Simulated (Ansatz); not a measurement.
SiO$_{2}$ in space group P3_221 (No. 154; Si on 3a, O on 6c), DFT-r²SCAN in the program Ansatz with PAW potentials. The conduction-band minimum lies at Γ, with 1 equivalent valley. Second derivatives d²E/dk² of the lowest band at one valley (eV·Å²), along Cartesian directions:

| direction | d²E/dk² |
|---|---|
| [100] | 15.27 |
| [010] | 15.27 |
| [001] | 15.67 |
| [110] | 15.27 |
| [101] | 15.47 |
| [011] | 15.47 |

Task: Find the principal effective masses, the density-of-states mass and the conductivity mass.

Result: Off-diagonal terms follow from H_xy = H[110] − (H_xx + H_yy)/2, and m*/mₑ = 7.620 eV·Å² over each eigenvalue: 0.49, 0.50, 0.50. One valley's DOS mass (m₁m₂m₃)^(1/3) = 0.49, conductivity mass 3/(Σ 1/mᵢ) = 0.49 mₑ.

Task: What effective density of states Nc follows at 300 K for parabolic valleys?

Result: Nc = 2.509e19 × 1 × (0.49)^(3/2) ≈ 8.6e18 cm⁻³.

Task: With the computed static dielectric constant 4.47 (mean of the diagonal), estimate a hydrogenic donor's binding energy and radius.

Result: E = 13.606 eV × 0.49/4.47² ≈ 330 meV; a = 0.529 Å × ε/m* ≈ 4.8 Å. Semilocal masses tend to be too small where the gap is.

The r²SCAN relaxation kept the symmetry of its start; phonons on a q-mesh show no instability.

Potentials: the later of the program's two PAW sets.
